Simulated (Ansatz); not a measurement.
Pd: computed property card

Pd:
```
Pd
1.0
    2.58800     0.00000     0.00000
    0.00000     2.58800     0.00000
    0.00000     0.00000     2.58800
Pd
1
Direct
  0.00000   0.00000   0.00000
```

Space group Pm-3m (No. 221), simple cubic; conventional cell a = 2.5880 Å, b = 2.5880 Å, c = 2.5880 Å, α = 90.00°, β = 90.00°, γ = 90.00°.

Method: r²SCAN in the plane-wave PAW code Ansatz. Geometry: relaxed at this level of theory. Other levels are named where they apply.

**Cell and energy**

- Volume per atom = 17.33 Å³
- Density = 10.19 g/cm³

**Electronic structure**

- Electronic character = metallic (no gap)
- Density of states at the Fermi level = 1.3 states/eV per atom (mean over ±0.08 eV)
- Gap with spin–orbit coupling = none (metallic)

**Mechanics**

- Bulk modulus (Birch–Murnaghan fit) = 136 GPa
- Pressure derivative B′ = 5.3
- Elastic constants (relaxed ions, GPa) = C11 = 336, C12 = 36.6, C44 = -14.9
- Mechanical stability = unstable (C has a negative eigenvalue)

A made-up cell: these elements were put on the sites of a structure type; neither database checked (COD, Materials Project) lists it. It is not the phase usual at ambient conditions (space group No. 225). The r²SCAN relaxation kept the symmetry of its start. No spin polarisation was allowed. As this level gives no gap, shear constants depend on the k-mesh and smearing (Fermi–Dirac, 0.1 eV here). Spin–orbit coupling is left out wherever it is not named.

Potentials: the later of the program's two PAW sets.
